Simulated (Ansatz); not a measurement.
Task: Each is relaxed and computed with r²SCAN in the plane-wave PAW code Ansatz. Which alone has a direct gap?
A. InGaAs2, P-4m2 (In on 1d, Ga on 1b, As on 2g)
B. BAs, wurtzite
C. B6As, R-3m (B on 18h, B on 18h, As on 6c)
D. GaAs, P4_2/mnm (Ga on 4g, As on 4f)

Result: A, InGaAs2, P-4m2 (In on 1d, Ga on 1b, As on 2g). InGaAs2: gap 0.30 eV (direct); GaAs: gap 1.00 eV (indirect); BAs: gap 1.33 eV (indirect); B6As: gap 2.88 eV (indirect). Built on a structure type that need not be the filed one of that space group: BAs, wurtzite. Typed or built starts, not in the databases checked: GaAs, P4_2/mnm (Ga on 4g, As on 4f). Not the usual ambient phase: GaAs, P4_2/mnm (Ga on 4g, As on 4f); BAs, wurtzite. Standing as an ambient phase not checked: InGaAs2, P-4m2 (In on 1d, Ga on 1b, As on 2g); B6As, R-3m (B on 18h, B on 18h, As on 6c). Perhaps ordered models of mixed-site phases: InGaAs2, P-4m2 (In on 1d, Ga on 1b, As on 2g). All cells were relaxed under the symmetry of their starts (and spin orders); stability against distortions was not tested throughout. Spin–orbit coupling is left out wherever it is not named.

Potentials: the later of the program's two PAW sets.
